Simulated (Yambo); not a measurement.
Yambo run on Mg2OsH6 (space group Fm-3m, No. 225). The wavefunctions are norm-conserving LDA (Quantum ESPRESSO, 84 Ry, no spin-orbit coupling) ones on a 4×4×4 mesh (21 occupied bands); a = 4.692 Å, b = 4.692 Å, c = 4.692 Å, α = 60.00°, β = 60.00°, γ = 60.00°.

Yambo input:

```
gw0
dyson
el_el_corr
HF_and_locXC
ppa
em1d
EXXRLvcs= 84 Ry
VXCRLvcs= 336 Ry
Chimod= "HARTREE"
% BndsRnXp
 13 | 172 |
%
NGsBlkXp= 10 Ry
% LongDrXp
 1.0 | 1.0 | 1.0 |
%
PPAPntXp= 27.2114 eV
% GbndRnge
 1 | 172 |
%
GTermKind= "BG"
DysSolver= "n"
ExtendOut
% QPkrange
 7 | 7 | 21 | 22 |
 8 | 8 | 21 | 21 |
%
```

k points by index: 7 = X, 8 = W.

Resulting energies as the program prints them:

```
#    K-point    Band    Eo [eV]    E [eV]    E-Eo [eV]    Vxc [eV]    Vnlxc [eV]    Sc|Eo [eV]    Sc|E [eV]    dSc/dw|Eo [eV]    Re(Z)    Im(Z)
#
    7    21    -0.488980E-3    -0.153709    -0.153220    -17.59509    -20.32930    2.540821    2.580990    -7.128766    0.792405    -0.001426
    7    22    3.231800    4.308174    1.076374    -14.76388    -9.914101    -3.538533    -3.773409    -5.937260    0.820888    -0.001153
    8    21    0.000000    -0.158250    -0.158250    -17.59653    -20.33076    2.534483    2.575972    -7.128925    0.792401    -0.001424
```
(The two width columns are left out.) Convergence of these settings isn't established.

Geometry of the Materials Project entry, not relaxed at this level.

The structure is a Materials Project entry; no match was found in the copy of COD used, and its stability was not checked.
